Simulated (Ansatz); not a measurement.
# ¹⁷O nuclear quadrupole resonance in SiO2 at a changed volume

Cell: an entry of the Crystallography Open Database (COD), relaxed with PBE at fixed cell and then changed (volume scaled by 1.06, ions relaxed).

```cif
data_SiO2
_symmetry_space_group_name_H-M 'P4_2/mnm'
_symmetry_Int_Tables_number 136
_cell_length_a 4.2484
_cell_length_b 4.2484
_cell_length_c 2.7168
_cell_angle_alpha 90.000
_cell_angle_beta 90.000
_cell_angle_gamma 90.000
loop_
_atom_site_label
_atom_site_type_symbol
_atom_site_symmetry_multiplicity
_atom_site_Wyckoff_symbol
_atom_site_fract_x
_atom_site_fract_y
_atom_site_fract_z
Si Si 2 a 0.0000 0.0000 0.0000
O O 4 f 0.3073 0.3073 0.0000
```

One atom of each set is listed.

Method: Kohn–Sham DFT in Ansatz, PBE, plane waves and PAW, scalar-relativistic, 420 eV cutoff, Γ-centred 7×7×11 k-points, Fermi–Dirac smearing 0.02 eV.

¹⁷O: I = 5/2, Q = -25.58 mb (year-2017 value). Static lattice, zero field.

**Question.** The simulated lines lie at 1.09, 2.14 MHz. What are |C_Q|, η and |V_zz| at O?

**Answer.** For I = 5/2 and η = 0 the lines are 3|C_Q|/20 and twice that; η pulls their ratio below 2. Here |C_Q| = 7.14 MHz, η = 0.12 and |V_zz| = 11.55 × 10²¹ V/m². The calculation gives V_zz negative; the lines don't show the sign. The site has 3 Si at 1.78–1.85 Å.

At O V_zz stands upright on the plane through its three neighbours (within 1°).
